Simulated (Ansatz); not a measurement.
LiC$_{6}$ in space group Cmmm (No. 65; C on 4i, C on 4i, C on 4i, Li on 2c), r²SCAN in the plane-wave PAW code Ansatz, all energies at zero smearing, with the estimated change up to a 700 eV cutoff added, with one set of potentials and settings (totals compare only within such a set). Cell of 7 atoms (6 C, 1 Li): -1715.011 eV.

```tsv
element	reference phase	E (eV/atom)
C	P6_3/mmc, 4 atoms in the cell	-251.6711
Li	Fm-3m, 1 atoms in the cell	-205.1371
```

Formation energy per atom, worked out: (-1715.011 − 6×(-251.6711) − 1×(-205.1371))/7 = 0.022 eV/atom (2 kJ per mol of atoms), at 0 K, without zero-point energy or fitted corrections.

The start of the workflow was typed in or built on a structure type; neither database checked (COD, Materials Project) lists it. Its standing as an ambient phase is unchecked. The cell was relaxed with r²SCAN under the symmetry of its start; whether a distortion lowers the energy is not shown. The references are the lowest solids computed at this level, not always the standard phases.

Potentials: the later of the program's two PAW sets.
